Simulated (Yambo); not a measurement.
G0W0@PBEsol for RbO (space group Immm, No. 71) in Yambo. Reference settings: 4×4×4 Γ-centred k mesh, 126 bands and a 7 Ry block in the screening, 126 bands in G with the Bruneval-Gonze terminator, plasmon pole fitted at 27.2 eV. The PBEsol gap Γ → Γ on this mesh is 1.96 eV; G0W0 gaps are taken between the same points.

The settings were changed. The gap went from 3.83 eV to 3.88 eV, and the shift of the valence edge from -1.24 eV to -1.36 eV.

Question: Name the change that produced these shifts.
(A) 2×2×2 mesh
(B) 98 bands in W, 98 bands in G, 3 Ry block
(C) 31 bands in W, 31 bands in G, 2 Ry block
(D) 31 bands in W, 31 bands in G, 3 Ry block

Answer: B, 98 bands in W, 98 bands in G, 3 Ry block. The others gave (gap, valence shift): 2×2×2 mesh: 3.83, -1.20 eV; 31 bands in W, 31 bands in G, 2 Ry block: 4.44, -1.43 eV; 31 bands in W, 31 bands in G, 3 Ry block: 4.34, -1.30 eV.

Geometry relaxed with PBEsol; primitive cell a = b = c = 5.0394 Å, α = 131.28°, β = 107.93°, γ = 91.86°.

A shift is the quasiparticle energy of the state minus its PBEsol energy.
